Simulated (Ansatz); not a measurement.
Starting structure of a cell relaxation (symmetry kept):

```cif
data_structure
_symmetry_space_group_name_H-M 'P 1'
_symmetry_Int_Tables_number 1
_cell_length_a 2.9386
_cell_length_b 2.9386
_cell_length_c 4.6504
_cell_angle_alpha 90.000
_cell_angle_beta 90.000
_cell_angle_gamma 120.000
_cell_volume 34.78
loop_
_atom_site_label
_atom_site_type_symbol
_atom_site_fract_x
_atom_site_fract_y
_atom_site_fract_z
_atom_site_occupancy
Ti1 Ti 0.33333 0.66667 0.25000 1
Ti2 Ti 0.66667 0.33333 0.75000 1
```

Level of theory: Ansatz, DFT PBE+D3(BJ), scalar-relativistic, plane waves, PAW.

Settings: cutoff 420 eV, Γ-centred mesh 18×18×10 on the computed 2-atom cell, Gaussian smearing of 0.10 eV; no spin polarisation.

Problem. What does it relax to?

Solution. The volume goes down by 0.88 Å³/atom to 16.50 Å³/atom, and the energy falls by 16.6 meV/atom. Final structure:
```xyz
2
Lattice="2.8867 0.0000 0.0000 -1.4433 2.4999 0.0000 0.0000 0.0000 4.5741" Properties=species:S:1:pos:R:3 pbc="T T T"
Ti    0.0000    1.6666    1.1435
Ti    1.4433    0.8333    3.4306
```

Course of the relaxation (steps run on the plane waves of an earlier cell, and the basis is chosen afresh near the end, so energy and pressure can step there; trial steps that raised the energy were taken back; energies are free energies):

```
step E − E_final (meV/atom) P (GPa) V (Å³/atom)
   1                    16.6    -5.77        17.39
   2                    24.5     8.33        15.51
   3                     0.0    -0.49        16.57
   4                    -0.1     0.03        16.50
   5                     0.0     0.05        16.50
   6                     0.0     0.00        16.50
   7                     0.0     0.00        16.50
```

Cost: 1 run of about 0.8 core-minutes, on Intel Xeon Platinum 8259CL (Skylake/Cascade Lake) (shared hosts).